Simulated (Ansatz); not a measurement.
# In₃Se: equilibrium cell

Method: plane-wave DFT with PAW (Ansatz; 420 eV, 500 eV for r²SCAN). Each run relaxes cell and atoms to zero pressure from this start:

```cif
data_structure
_symmetry_space_group_name_H-M 'P 1'
_symmetry_Int_Tables_number 1
_cell_length_a 4.8038
_cell_length_b 4.8038
_cell_length_c 4.8038
_cell_angle_alpha 90.000
_cell_angle_beta 90.000
_cell_angle_gamma 90.000
_cell_volume 110.85
loop_
_atom_site_label
_atom_site_type_symbol
_atom_site_fract_x
_atom_site_fract_y
_atom_site_fract_z
_atom_site_occupancy
In1 In 0.00000 0.50000 0.50000 1
In2 In 0.50000 0.00000 0.50000 1
In3 In 0.50000 0.50000 0.00000 1
Se1 Se 0.00000 0.00000 0.00000 1
```

* Γ-centred k-mesh: 10×10×10
* occupation rule: Gaussian smearing, 0.1 eV
* spin treatment: unpolarised

Lengths are those of the conventional cell, space group Pm-3m.

```
dispersion correction a (Å) volume (Å³/atom) gap on mesh (eV)
            PBE, none  4.790             27.48             metal
          PBE, D3(BJ)  4.701             25.97             metal
      PBE, D3(BJ)+ATM  4.710             26.12             metal
              PBE, D4  4.700             25.96             metal
        r2SCAN, rVV10  4.703             26.00             metal
```

Problem. What does r2SCAN, none give?

Solution. It gives:

| dispersion correction | a (Å) | volume (Å³/atom) | gap on mesh (eV) |
| --- | --- | --- | --- |
| r2SCAN, none | 4.743 | 26.68 | metal |

Cost: 6 runs of about 7.2 core-minutes in all, on Arm Neoverse V1 (shared hosts).